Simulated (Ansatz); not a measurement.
## Li2MgH2N2 — coordination and Li-7 quadrupole coupling

Cell: a Materials Project structure (computed, not necessarily an observed phase), atoms as given.

Space group Pbcn (No. 60); a = 5.1368, b = 9.7679, c = 5.2360 Å.

| site | Wyckoff | site symmetry | x | y | z |
| --- | --- | --- | --- | --- | --- |
| Li1 | 4c | .2. | 0.0000 | 0.2543 | 0.2500 |
| Li5 | 4c | .2. | 0.5000 | 0.5119 | 0.2500 |
| Mg | 4c | .2. | 0.5000 | 0.2387 | 0.2500 |
| H | 8d | 1 | 0.8332 | 0.4431 | 0.4499 |
| N | 8d | 1 | 0.7281 | 0.3573 | 0.5028 |

One atom of each set is listed.

Computed with Ansatz: DFT, r2SCAN, plane waves and PAW, scalar-relativistic, 500 eV cutoff, Γ-centred 6×3×5 k-points, Fermi–Dirac smearing 0.02 eV.

Q(Li-7) = -40.10 mb.

Q: Order the Li environments from the weakest to the strongest quadrupole coupling.
A. Li5: 4 N at 2.16–2.32 Å; also 1 Li at 2.37 Å
B. Li1: 4 N at 2.06–2.17 Å; also 1 Li at 2.37 Å

A: B (0.094 MHz, η = 0.57), A (0.156 MHz, η = 0.50).

Like point charges on the first shell alone (each adding as 1/d³) would put Li1 above Li5: the covalent part of each bond and the atoms beyond the first shell count as well.

The largest force is 0.3 eV/Å, so the atoms aren't at the calculated equilibrium and relaxing them would move these values. With these PAW files V_zz is typically within 2 to 3 % of all-electron values, but misses above 10 % occur on Li.
